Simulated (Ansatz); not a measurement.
## Elastic constants of LiF at 22 GPa (stress–strain coefficients): input and output

Level of theory: DFT LDA, scalar-relativistic, plane waves, PAW in Ansatz.

Launched with:
```bash
ansatz run input.yaml --threads 1 --pin off --max-ram 1228MiB --backend cpu --events-out ev --progress --plain --runs-dir out
```

Input (bare energies are in eV):
```yaml
crystal:
  lattice:
    - [0.0, 1.8440576656, 1.8440576656]
    - [1.8440576656, 0.0, 1.8440576656]
    - [1.8440576656, 1.8440576656, 0.0]
  atoms:
    - { symbol: Li, position: [0.0, 0.0, 0.0] }
    - { symbol: F, position: [0.5, 0.5, 0.5] }
basis:
  ecutwfc: 420
kpoints:
  mp_grid: { grid: [10, 10, 10] }
hamiltonian:
  xc: lda
scf:
  occupations: { method: fixed }
output:
  forces: true
  stress: true
  eigenvalues: true
elastic:
  mode: relaxed_ion
  stencil: two_point
```

From the output:
```
--- Elastic constants: 2 strain directions × 2 members + reference (group order 48) ---
  dense FFT box of the reference and of every strained cell: 18×18×18
  strains applied: 11, 23; error gains: componentwise 1.00 (the most a stress slope's error grows in a printed constant), spectral 1.73 (1 for all six strains in a standard setting)
  C = ∂σ_k/∂η_j (tension-positive GPa; Voigt order 11 22 33 23 13 12):
       344.555     87.479     87.479      0.000      0.000     -0.000
        87.479    344.555     87.479     -0.000      0.000      0.000
        87.479     87.479    344.555      0.000     -0.000     -0.000
        -0.000      0.000      0.000     87.888      0.000     -0.000
         0.000      0.000      0.000     -0.000     87.888      0.000
         0.000      0.000     -0.000     -0.000     -0.000     87.888
  reference stress σ⁰ (GPa):    -22.000    -22.000    -22.000     -0.000      0.000     -0.000
  C* (energy form; C + prestress term) asymmetry max|C*_kj − C*_jk| = 2.842e-14 GPa — a small one proves nothing (zero by symmetry where the batch's group is 432, −43m or m−3m); a large one is finite-difference/SCF noise where every solve ...
  moduli (Voigt/Reuss/Hill, GPa): K = 173.17/173.17/173.17   G = 104.15/100.62/102.38   E = 256.58   ν = 0.253
  mechanically stable: yes (min eigenvalue of sym C = 87.89 GPa)
  strain η (Voigt 11):  stress-route row diagonal C_11 = 344.56 GPa, energy-path curvature d²(F+E_count+ΔE)/dδ²/Ω₀ = 349.79 GPa
         δ    σ_11 (GPa) F (eV) n_scf n_hpsi n_pw
    -2.000e-3     -22.6962        -998.5528551       6   15547    262   relax 0 steps, max|allowed force component| 8.73e-30 eV/Å
     2.000e-3     -21.3180        -998.5597408       5   13307    262   relax 0 steps, max|allowed force component| 7.89e-31 eV/Å
  strain η (Voigt 23):  stress-route row diagonal C_44 = 87.89 GPa, energy-path curvature d²(F+E_count+ΔE)/dδ²/Ω₀ = 105.07 GPa
         δ    σ_23 (GPa) F (eV) n_scf n_hpsi n_pw
    -2.000e-3      -0.1758        -998.5563428       6   24622    262   relax 0 steps, max|allowed force component| 2.89e-29 eV/Å
     2.000e-3       0.1758        -998.5563428       5   21539    262   relax 0 steps, max|allowed force component| 7.47e-29 eV/Å
```